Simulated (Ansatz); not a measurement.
According to the program Ansatz at the r²SCAN level (PAW), AlN in the tetragonal phase (P4_2/mnm; Al on 4g, N on 4f) relaxes to a = 5.286 Å, c = 3.100 Å. Against the elements it lies at -1.59 eV/atom, with no fitted shifts.

It is gapped at this level: 4.48 eV (smallest direct gap 4.49 eV). The valence maximum lies on the M–Γ line, 88 % of the way from M and the conduction minimum at Γ. The screened hybrid HSE06 puts the gap at 5.20 eV. Electrons at the band edge weigh 0.33, 0.33, 0.36 mₑ (principal values). The hole mass is 0.50, 1.7, 3.4 mₑ (principal values).

An equation-of-state fit gives a bulk modulus of 196 GPa. The relaxed-ion elastic constants in GPa are C11 = 287, C12 = 147, C13 = 128, C33 = 429, C44 = 111, C66 = 140. The elastic constants imply a Debye temperature near 882 K. Bader charges are Al +2.49, N -2.49 e.

The start of the workflow was typed in or built on a structure type; neither database checked (COD, Materials Project) lists it. It is not the phase usual at ambient conditions (space group No. 186, 216). Symmetry was held in the r²SCAN relaxation; its stability against distortions is not shown here. The references are the lowest solids computed at this level, not always the standard phases (solids in place of the gases).

Potentials: the later of the program's two PAW sets.
